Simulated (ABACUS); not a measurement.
A self-consistent single point of Ta₂O₅ (P2/m, 7 atoms in the cell; from Materials Project mp-1238961, changed as shown).

```
CELL_PARAMETERS angstrom
      3.76458     0.00000     0.00000
      0.00000     3.86272     0.00000
     -1.81894     0.00000     6.52896
ATOMIC_POSITIONS crystal
  Ta 0.64953 0.00000 0.79131
  Ta 0.35047 0.00000 0.20869
  O  0.66212 0.50000 0.79833
  O  0.33788 0.50000 0.20167
  O  0.18976 0.00000 0.87062
  O  0.81024 0.00000 0.12938
  O  0.50000 0.00000 0.50000
```

Level of theory: PBEsol, PseudoDojo 0.4 standard norm-conserving PBEsol (tails mended) pseudopotentials (plane waves; ABACUS 3.10.1).

ABACUS settings:

```
setting                                                                  value
---------------  -------------------------------------------------------------
KPT                                                          Gamma 4 4 2 0 0 0
basis_type                                                                  pw
dft_functional                                                          PBESOL
ecutwfc                                                                  84 Ry
smearing_method                                                             fd
smearing_sigma                                                  0.000734986 Ry
potentials       PseudoDojo 0.4 standard norm-conserving PBEsol (tails mended)
symmetry                                                                     1
ks_solver                                                         dav_subspace
scf_nmax                                                                   100
scf_thr                                                             1.0e-09 Ry
mixing_type                                                            broyden
mixing_beta                                                                0.4
```

Results:

```
Item                                                      Value
------------------------------------------------  -------------
Number of valence electrons                                  56
Number of bands                                              38
Number of k-points after the program's reduction             18
Number of plane waves (most at a k-point)                  8348
Number of SCF iterations                                     12
FFT grid                                           45 × 45 × 75
Free energy E − TS                                -5793.9914 eV
Top of the valence band (on the code's own zero)        7.15 eV
Gap on the k-point mesh                                 2.23 eV
Pressure                                               1.53 GPa
Largest force (vector length)                        0.600 eV/Å
```

Forces (eV/Å):
```
atom      Fx     Fy      Fz
----  ------  -----  ------
Ta1   -0.053  0.000  -0.598
Ta2    0.053  0.000   0.598
O3    -0.009  0.000   0.038
O4     0.009  0.000  -0.038
O5    -0.057  0.000   0.242
O6     0.057  0.000  -0.242
O7     0.000  0.000   0.000
```

Stress (GPa, positive for compression):
```
 7.21   0.00   0.27
 0.00  -2.08   0.00
 0.27   0.00  -0.55
```

Gaps are taken between levels on the mesh.

For comparison: a first run was changed to give this one (lattice vector a scaled by 0.98), and from it to this one the free energy goes up by 4.0 meV/atom, the pressure goes from -2.68 to 1.53 GPa, the largest force goes from 0.067 to 0.600 eV/Å and the gap on the mesh goes from 2.176 to 2.233 eV.

Spin-orbit coupling is left out, which matters for bands and gaps with elements this heavy. The structure comes from a collection of computed structures, made at another level of theory; the collection holds predicted forms beside known ones.

Cost on one core: around 80 core-seconds (rough).

“Tails mended”: in these copies of the files the far tail of each local potential was reset to the Coulomb form.
